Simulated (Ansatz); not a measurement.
HfCl4:
```yaml
crystal:
  lattice:
    - [6.12464, 0.00000, 0.00000]
    - [0.00000, 7.13497, 0.00000]
    - [-1.97044, 0.00000, 5.70985]
  atoms:
    - { symbol: Hf, position: [0.50000, 0.66630, 0.75000] }
    - { symbol: Hf, position: [0.50000, 0.33370, 0.25000] }
    - { symbol: Cl, position: [0.26684, 0.38937, 0.50448] }
    - { symbol: Cl, position: [0.73316, 0.61063, 0.49552] }
    - { symbol: Cl, position: [0.73316, 0.38937, 0.99552] }
    - { symbol: Cl, position: [0.26684, 0.61063, 0.00448] }
    - { symbol: Cl, position: [0.23901, 0.12950, 0.01236] }
    - { symbol: Cl, position: [0.76099, 0.87050, 0.98764] }
    - { symbol: Cl, position: [0.76099, 0.12950, 0.48764] }
    - { symbol: Cl, position: [0.23901, 0.87050, 0.51236] }
```

Relaxed with LDA.

Problem. Give the optical modes at the zone centre with their infrared activity from DFPT, the program Ansatz at the LDA level (PAW).

Solution. Transverse frequencies, without the LO–TO term; a row sums one degenerate level.

| ω (cm⁻¹) | degeneracy | IR ((D/Å)²/amu) | activity | symmetry |
|---|---|---|---|---|
| 41 | 1 | 0.00 | IR-inactive | Bg |
| 52 | 1 | 0.30 | IR | Bu |
| 70 | 1 | 0.00 | IR-inactive | Bg |
| 79 | 1 | 0.00 | IR-inactive | Ag |
| 86 | 1 | 0.00 | IR-inactive | Ag |
| 87 | 1 | 0.01 | IR | Au |
| 89 | 1 | 0.00 | IR-inactive | Bg |
| 92 | 1 | 1.28 | IR | Bu |
| 107 | 1 | 0.00 | IR-inactive | Bg |
| 113 | 1 | 2.37 | IR | Bu |
| 120 | 1 | 0.00 | IR-inactive | Ag |
| 122 | 1 | 0.00 | IR-inactive | Bg |
| 122 | 1 | 0.70 | IR | Au |
| 142 | 1 | 0.00 | IR-inactive | Ag |
| 154 | 1 | 0.10 | IR | Au |
| 202 | 1 | 3.77 | IR | Bu |
| 218 | 1 | 0.00 | IR-inactive | Bg |
| 227 | 1 | 2.18 | IR | Au |
| 234 | 1 | 0.00 | IR-inactive | Ag |
| 270 | 1 | 9.20 | IR | Bu |
| 290 | 1 | 0.00 | IR-inactive | Ag |
| 295 | 1 | 4.24 | IR | Au |
| 300 | 1 | 0.00 | IR-inactive | Bg |
| 373 | 1 | 8.44 | IR | Bu |
| 373 | 1 | 0.00 | IR-inactive | Bg |
| 376 | 1 | 4.59 | IR | Au |
| 390 | 1 | 0.00 | IR-inactive | Ag |

Problem. How high does the top mode go among those that the LO–TO term moves?

Solution. 388 cm⁻¹ for q along x, 394 cm⁻¹ for q along y, 391 cm⁻¹ for q along z.

Space group P2/c. The workflow started from a Materials Project entry (that database holds measured and hypothetical structures alike); the Crystallography Open Database files this formula in space group No. 13, but the cells were not matched. Whether it is the stable phase at ambient conditions was not checked. The LDA relaxation kept the symmetry of its start; its stability against distortions is not shown here. No spin polarisation was allowed. A crystal of weakly bound chains computed without a dispersion correction: the cell and the soft elastic constants depend strongly on that. Scalar-relativistic: spin–orbit coupling is off unless named, which matters more the heavier the elements.

Potentials: the earlier of the program's two PAW sets. The files were generated under PBE; for other functionals the program regenerates the frozen cores, and for LDA and PBEsol the local potential too.
